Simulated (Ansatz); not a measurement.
NiGe (CsCl type) was relaxed and computed twice in Ansatz (plane waves, PAW), once with PBE and once with r²SCAN.

|  | run 1 | run 2 |
|---|---|---|
| cell | a = b = c = 2.9766 Å, α = β = γ = 90.00° | a = 2.935 Å, b = 2.935 Å, c = 2.935 Å, α = 90.00°, β = 90.00°, γ = 90.00° |
| ΔH_f (eV/atom) | -0.06 | 0.04 |
| B₀ by P(V) fit (GPa) | 132 | 151 |

Which run used which functional?

Run 1 is PBE, run 2 is r²SCAN.

Constructed cells (a structure type filled with these elements, in neither database checked): NiGe, CsCl type. Began spin-polarised and lost the moments: NiGe, CsCl type with PBE; NiGe, CsCl type with r²SCAN. All cells were relaxed under the symmetry of their starts (and spin orders); stability against distortions was not tested throughout. Scalar-relativistic: spin–orbit coupling is off unless named, which matters more the heavier the elements.

Potentials: the later of the program's two PAW sets.

Ansatz (a quantum-chemistry and plane-wave program) is a plane-wave DFT program.

Formation energies count from the lowest solids of the elements computed at the same level, not from gases.
